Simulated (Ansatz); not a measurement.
# How far is PAW off for Ti?

```yaml
crystal:
  lattice:
    - [0.06090, 2.06045, 2.06045]
    - [2.06045, 0.06090, 2.06045]
    - [2.06045, 2.06045, 0.06090]
  atoms:
    - { symbol: Ti, position: [0.00000, 0.00000, 0.00000] }
```

Conventional cell: a = 2.828 Å, b = 2.828 Å, c = 7.243 Å, α = 90.00°, β = 90.00°, γ = 120.00°. Ti (atom 1) has 12 Ti at 2.83 to 2.91 Å as nearest neighbours.

The geometry is COD entry 1534878, unchecked; take it as a test cell. The listed cell was then made from it by scaling, straining or moving an atom.

Methods: DFT, LDA, PAW with Ansatz's default frozen-core files, scalar-relativistic (Ansatz 0.2.0); DFT, LDA, all-electron PAW with datasets made for the crystal, scalar-relativistic (Ansatz 0.2.0); DFT, LDA, all-electron LAPW, scalar-relativistic (Ansatz 0.2.0).

For PAW: a Γ-centred 15×15×15 k mesh, Fermi–Dirac smearing of 0.05 eV, cutoff 420 eV, no spin polarisation; the PAW files were made with PBE, and the program remakes their frozen cores for this functional. The crystal-made all-electron datasets (AE datasets) take a cutoff of 260 eV at this cell. LAPW targets a basis error of 0.25 meV/atom. The Ansatz runs share mesh, smearing and spin set-up. Plane-wave (PAW) pressures include the program's estimate of the Pulay term.

Stress and pressure are positive in compression.

The change that made this cell: equal xy, yz and zx engineering shear strains of +3 %.

In a metal, gradients converge slowly with the k mesh: the values move by tens of per cent from one mesh to another, at times in sign, so only the comparison on one mesh counts.

| quantity | PAW | AE datasets | LAPW |
| --- | --- | --- | --- |
| pressure (GPa) | -4.79 | -4.78 | -4.78 |
| stress yz (GPa) | -1.51 | -1.51 | -1.51 |
| stress xz (GPa) | -1.51 | -1.51 | -1.51 |
| stress xy (GPa) | -1.51 | -1.51 | -1.51 |
| field gradient Vzz at Ti (10²¹ V/m²) | ? | ? | – |

(1) What belongs in the row "field gradient Vzz at Ti (10²¹ V/m²)", column "PAW"?

(2) Give the missing entry: row "field gradient Vzz at Ti (10²¹ V/m²)", column "AE datasets".

Answers

(1) -1.21.

(2) -1.16.
